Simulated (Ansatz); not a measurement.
AlN:
```
CELL_PARAMETERS angstrom
      3.09450     0.00000     0.00000
     -1.54725     2.67991     0.00000
      0.00000     0.00000    15.08197
ATOMIC_POSITIONS crystal
  Al 0.00000 0.00000 0.99964
  Al 0.00000 0.00000 0.49964
  Al 0.66667 0.33333 0.83390
  Al 0.33333 0.66667 0.33390
  Al 0.66667 0.33333 0.16673
  Al 0.33333 0.66667 0.66673
  N  0.00000 0.00000 0.87449
  N  0.00000 0.00000 0.37449
  N  0.66667 0.33333 0.70803
  N  0.33333 0.66667 0.20803
  N  0.66667 0.33333 0.04091
  N  0.33333 0.66667 0.54091
```

Cartesian axes are those of the cell as given.

Question: Give the proper piezoelectric stress tensor with relaxed ions from the program Ansatz at the r²SCAN level (PAW).

Answer: In C/m², rows x, y, z, Voigt columns; mesh uncertainty up to 0.00.
```
 0.00   0.00   0.00   0.00   0.29   0.00
 0.00   0.00   0.00   0.29   0.00   0.00
 0.38   0.38  -0.84   0.00   0.00   0.00
```

The elastic tensor of the same run (GPa):

```
 404   146  86.5   0.0   0.0   0.0
 146   404  86.5   0.0   0.0   0.0
86.5  86.5   448   0.0   0.0   0.0
 0.0   0.0   0.0   116   0.0   0.0
 0.0   0.0   0.0   0.0   116   0.0
 0.0   0.0   0.0   0.0   0.0   129
```

Question: Convert to strain constants d = e·S.

Answer: In pC/N:
```
 0.0   0.0   0.0   0.0   2.5   0.0
 0.0   0.0   0.0   2.5   0.0   0.0
 1.0   1.0  -2.3   0.0   0.0   0.0
```

Space group P6_3mc. A made-up cell: these elements were put on the sites of a structure type. Its sites differ from those of the usual phase in this space group: another stacking or structure type. The r²SCAN relaxation kept the symmetry of its start; phonons on a q-mesh show no instability.

Potentials: the later of the program's two PAW sets.
